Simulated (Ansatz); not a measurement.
An Ansatz (an electronic-structure program) run. Input:

Ansatz 0.2 input:
```yaml
crystal:
  lattice:
    - [0.0, 2.4478534475, 2.4478534475]
    - [2.4478534475, 0.0, 2.4478534475]
    - [2.4478534475, 2.4478534475, 0.0]
  atoms:
    - { symbol: Y, position: [0.0, 0.0, 0.0] }
    - { symbol: N, position: [0.5, 0.5, 0.5] }
kpoints:
  mp_grid: { grid: [8, 8, 8] }
  band_path:
    path:
      - [[0.0, 0.0, 0.0], [0.5, 0.0, 0.5], [0.625, 0.25, 0.625]]  # Γ-X-U
      - [[0.375, 0.375, 0.75], [0.0, 0.0, 0.0], [0.5, 0.5, 0.5], [0.5, 0.25, 0.75], [0.5, 0.0, 0.5]]  # K-Γ-L-W-X
      - [VBM, CBM]
    npoints: 12
hamiltonian:
  xc: r2scan
  pseudopotentials: { kind: paw }
magnetization: { noncollinear: true, spin_orbit: true }
scf:
  n_extra_bands: 12
  convergence: { dr2_threshold: 0.0000000001 }
  occupations: { method: gaussian, width: 0.01 }
checkpoint: { write: soc.run }
output: { eigenvalues: true }
```

Output (shortened):

```
Pseudopotentials: kind: paw_fr
Pseudopotential: Y, paw_fr, valence charge 11
Pseudopotential: N, paw_fr, valence charge 5
Functional definition: r2SCAN
non-collinear run that drives no moment, with spin-orbit …
Crystal: 2 atoms, lattice volume = 29.335 Å³
Basis set: ecut = 500 eV, 725 PW (Γ), exchange–correlation on 108×108×108 points (64 copies of the dense FFT grid, shifted against one another)
Bands: 28, of which v1, the nominal top of the filled ones, is band 16 counted from 1 (15 counted from 0)
Symmetry: 48 space group operations + 48 with time reversal
k-points: 29 of 512
Projection manifold: j_resolved (fully-relativistic pseudo-atomic orbitals)
PAW frozen core: Y, regenerated for the run's functional
PAW frozen core: N, regenerated for the run's functional
Initial density: superposition of atomic densities (chi_scale 0.1, normalization cell, long waves kept (reshape's long-wave potential 0.00 eV rms))
Initial wavefunctions: pseudopotential atomic-orbital guess
Eigensolver: davidson
Functional: x = r2scan, c = r2scan; τ floored in thin density (d = 2e-4 eV/Å³)
SCF iter   1: F=—  HF=-4243.639325 eV  |F-HF|=—  |Δ(HF+E_count)|=         —  Δρ=5.23e-2  dr2=1.13e0  dr2_τ=4.57e-2  dr2_m=0.00e0 (ungated)  ethr=3.10e-3  |M|=0.00e0 ∫|m|=0.00e0 μB  |m|>n=0.0e0 m-floor=0.0e0 τ_xc=0.0e0  β_m=0.30  ⟨swp⟩=5.7  Hψ=2025  notcnv=0  defer=8
all-band conjugate gradients solve this SCF's bands
preconditioner: auto → none
SCF iter   2: F=—  HF=-4243.668088 eV  |F-HF|=—  |Δ(HF+E_count)|=   2.88e-2  Δρ=3.28e-2  dr2=1.70e-1  dr2_τ=1.14e-2  dr2_m=0.00e0 (ungated)  ethr=3.10e-3  |M|=0.00e0 ∫|m|=0.00e0 μB  |m|>n=0.0e0 m-floor=0.0e0 τ_xc=0.0e0  β_m=0.34  ⟨swp⟩=2.0  Hψ=729  notcnv=0  defer=166
SCF iter   3: F=—  HF=-4243.746078 eV  |F-HF|=—  |Δ(HF+E_count)|=   7.80e-2  Δρ=1.97e-2  dr2=7.46e-2  dr2_τ=1.22e-3  dr2_m=0.00e0 (ungated)  ethr=1.06e-3  |M|=0.00e0 ∫|m|=0.00e0 μB  |m|>n=0.0e0 m-floor=0.0e0 τ_xc=0.0e0  β_m=0.55  ⟨swp⟩=2.0  Hψ=414  notcnv=0  defer=166
SCF iter   4: F=—  HF=-4243.775655 eV  |F-HF|=—  |Δ(HF+E_count)|=   2.96e-2  Δρ=3.63e-3  dr2=5.08e-3  dr2_τ=9.61e-5  dr2_m=0.00e0 (ungated)  ethr=4.66e-4  |M|=0.00e0 ∫|m|=0.00e0 μB  |m|>n=0.0e0 m-floor=0.0e0 τ_xc=0.0e0  β_m=0.59  ⟨swp⟩=2.1  Hψ=521  notcnv=0  defer=166
SCF iter   5: F=—  HF=-4243.774649 eV  |F-HF|=—  |Δ(HF+E_count)|=   1.01e-3  Δρ=4.95e-4  dr2=7.82e-5  dr2_τ=2.96e-6  dr2_m=0.00e0 (ungated)  ethr=3.17e-5  |M|=0.00e0 ∫|m|=0.00e0 μB  |m|>n=0.0e0 m-floor=0.0e0 τ_xc=0.0e0  β_m=0.70  ⟨swp⟩=2.0  Hψ=518  notcnv=0  defer=166
SCF iter   6: F=—  HF=-4243.774654 eV  |F-HF|=—  |Δ(HF+E_count)|=   4.85e-6  Δρ=1.29e-4  dr2=4.89e-6  dr2_τ=7.18e-8  dr2_m=0.00e0 (ungated)  ethr=4.89e-7  |M|=0.00e0 ∫|m|=0.00e0 μB  |m|>n=0.0e0 m-floor=0.0e0 τ_xc=0.0e0  β_m=0.67  ⟨swp⟩=2.1  Hψ=438  notcnv=0  defer=166
SCF iter   7: F=—  HF=-4243.774652 eV  |F-HF|=—  |Δ(HF+E_count)|=   1.52e-6  Δρ=2.82e-5  dr2=2.73e-7  dr2_τ=6.95e-9  dr2_m=0.00e0 (ungated)  ethr=3.06e-8  |M|=0.00e0 ∫|m|=0.00e0 μB  |m|>n=0.0e0 m-floor=0.0e0 τ_xc=0.0e0  β_m=0.84  ⟨swp⟩=2.1  Hψ=449  notcnv=0  defer=166
SCF iter   8: F=—  HF=-4243.774653 eV  |F-HF|=—  |Δ(HF+E_count)|=   1.21e-6  Δρ=3.15e-6  dr2=1.61e-9  dr2_τ=5.87e-11  dr2_m=0.00e0 (ungated)  ethr=1.71e-9  |M|=0.00e0 ∫|m|=0.00e0 μB  |m|>n=0.0e0 m-floor=0.0e0 τ_xc=0.0e0  β_m=0.90  ⟨swp⟩=1.9  Hψ=528  notcnv=0  defer=166
SCF iter   9: F=-4243.774653 eV  HF=-4243.774653 eV  |F-HF|=1.91e-11  |Δ(HF+E_count)|=  7.24e-10  Δρ=3.56e-7  dr2=1.14e-11  dr2_τ=1.01e-12  dr2_m=0.00e0 (ungated)  ethr=1.00e-12  |M|=0.00e0 ∫|m|=0.00e0 μB  |m|>n=0.0e0 m-floor=0.0e0 τ_xc=0.0e0  ⟨swp⟩=8.1  Hψ=1742  notcnv=0
SCF 1 converged in 9 iterations: F = -4243.774653 eV  dr2 = 1.14e-11
NSCF: frozen V_eff on 16 k-points
NSCF: frozen V_eff on 16 k-points
NSCF: frozen V_eff on 14 k-points
NSCF: frozen V_eff on 5 k-points
NSCF: frozen V_eff on 5 k-points
NSCF: frozen V_eff on 5 k-points
NSCF: frozen V_eff on 5 k-points
NSCF: frozen V_eff on 5 k-points
NSCF: frozen V_eff on 3 k-points
NSCF: frozen V_eff on 87 k-points
SCF converged after 9 iterations
Magnetization: |M| = 0.0000 μB,  M = (+0.0000, +0.0000, +0.0000) μB
Absolute magnetization: 0.0000 μB (∫|m|)
  site 0: m = (+0.0000, +0.0000, +0.0000) μB, |m| = 0.0000 μB  (R = 1.01 Å)
  site 1: m = (+0.0000, +0.0000, +0.0000) μB, |m| = 0.0000 μB  (R = 1.01 Å)
Free energy (F): -4243.774653 eV
Harris-Foulkes:  -4243.774653 eV  (|F-HF|=1.91e-11)
Internal energy: -4243.774653 eV  (E = F + TS)
E sigma→0 (E₀):  -4243.774653 eV
Fermi energy:    12.083043 eV
--- Per-component energies (eV) ---
  E_band       = -61.936582
  E_kinetic    = 437.629970
  E_local      = -605.788847  (includes V_loc(G=0)·N_el)
  E_nonlocal   = 93.723509
  E_hartree    = 186.941956
  E_xc         = -230.271492
  E_vxc        = -310.060515  (∫ρ·V_xc dr)
  E_paw        = -2965.107937  (= ΣΔE_a)
  E_vpaw       = -68.341731  (= ΣTr[D̂ρ^β])
  E_aug_tail   = 0.000019  (compensation charges beyond the density's cutoff)
  E_vtau       = 17.017098  (kinetic-family band-sum trace: ∫τ·v_τ [+ j·A + Jᵃ·Aᵃ] dr)
  E_ewald      = -1160.718089
  E_core_change = -0.183742  (= ΣΔE_core)
  E_smearing   =  0.000000  (= −TS)
  E_closure    =  0.000000  (closes the sum)
  Σ components = -4243.774653   (vs F -4243.774653, Δ=0.00e0)
  [band-id]    e_kinetic+e_local+e_nonlocal+2·e_hartree+e_vxc+e_vpaw+e_augmentation_tail+e_vtau = -61.936586   (vs E_band -61.936582, Δ=-3.97e-6)
--- Band table (eV; the first three rows and the last of 29) ---
  k-point 0: bands = ["-30.4154", "-30.4154", "-10.4063", "-10.4063", "-8.9464", "-8.9464", "-8.9464", "-8.9464", "-1.8690", "-1.8690", "11.7474", "11.7474", "11.8022", "11.8022", "11.8022", "11.8022", "15.3182", "15.3182", "15.3182", "15.3182", "15.3744", "15.3744", "16.6086", "16.6086", "17.3623", "17.3623", "17.3623", "17.3623"]
  k-point 1: bands = ["-30.3980", "-30.3980", "-10.4720", "-10.4720", "-9.0843", "-9.0843", "-8.9585", "-8.9585", "-1.6044", "-1.6044", "10.9032", "10.9032", "11.2741", "11.2741", "11.2978", "11.2978", "15.4614", "15.4614", "15.7030", "15.7030", "15.7353", "15.7353", "17.4569", "17.4569", "18.1363", "18.1363", "18.1409", "18.1409"]
  k-point 2: bands = ["-30.3557", "-30.3557", "-10.6584", "-10.6584", "-9.3493", "-9.3493", "-8.9873", "-8.9873", "-0.9891", "-0.9891", "9.3831", "9.3831", "10.3965", "10.3965", "10.4059", "10.4059", "15.9092", "15.9092", "16.6881", "16.6881", "16.7133", "16.7133", "19.0237", "19.0237", "19.8481", "19.8481", "19.8615", "19.8615"]
  k-point 28: bands = ["-30.2567", "-30.2567", "-10.8760", "-10.8760", "-9.5606", "-9.5606", "-9.4459", "-9.4459", "-0.9938", "-0.9938", "9.6063", "9.6063", "10.1881", "10.1881", "10.3125", "10.3125", "16.2122", "16.2122", "16.2432", "16.2432", "19.5550", "19.5550", "20.1561", "20.1561", "21.1803", "21.1803", "25.2535", "25.2535"]
  band table: 28 of 28 bands, residual norms ≤ 1.0e-3 eV
```

Cost: about 30 core-seconds (a rough figure) on shared cores.

Space group Fm-3m (rock salt). The cell was relaxed with r²SCAN under the symmetry of its start. The run is not spin-polarised.

Potentials: the later of the program's two PAW sets.

Ansatz is a plane-wave DFT program.
